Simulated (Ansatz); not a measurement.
## Compressing GaNi: a fit and a missing row

GaNi, Pm-3m, a = 2.878 Å. The structure is a COD entry; whether it is the stable form wasn't checked. Ansatz: r2SCAN, PAW, 500 eV, Γ-centred 14×14×14 mesh on 2 atoms, Gaussian smearing 0.10 eV; no spin polarisation. Symmetry fixes shape and atoms, so the cell is only scaled; pressure is positive in compression.

```tsv
V (Å³/atom)	P (GPa)
10.487	?
10.845	20.80
11.202	12.64
11.560	5.77
11.917	0.00
12.275	-4.85
12.632	-8.93
13.109	-13.36
```

Task: Take V0 = 11.917 Å³/atom, fit the third-order Birch–Murnaghan form to the other rows, and predict the missing pressure.

Result: With the Eulerian strain f = ½[(V0/V)^(2/3) − 1] and y = P/[3f(1 + 2f)^(5/2)], the form is the line y = B0 + 1.5 B0 (B0′ − 4) f. Rows (f, y): 0.03243, 182.7; 0.02106, 180.5; 0.01024, 178.5; -0.00977, 173.8; -0.01905, 172.2; -0.03079, 169.5. Means f = 0.0006867, y = 176.20; Σ(Δf)² = 0.003004, ΣΔfΔy = 0.6308; the slope is their ratio. y = 176.1 + 210.0 f GPa, so B0 = 176.1 GPa and B0′ = 4 + 2 × (210.0)/(3 × 176.1) = 4.80. At V = 10.487, f = 0.04448, y = 185.44 and P = 30.62 GPa. The run gave 30.51 GPa, so the fit is 0.11 GPa too high, a small miss on the scale of the series.

Cost: 8 runs of about 1.6 core-minutes in all, on Oxide Virtual Turin-like Processor (Zen 5) (shared hosts).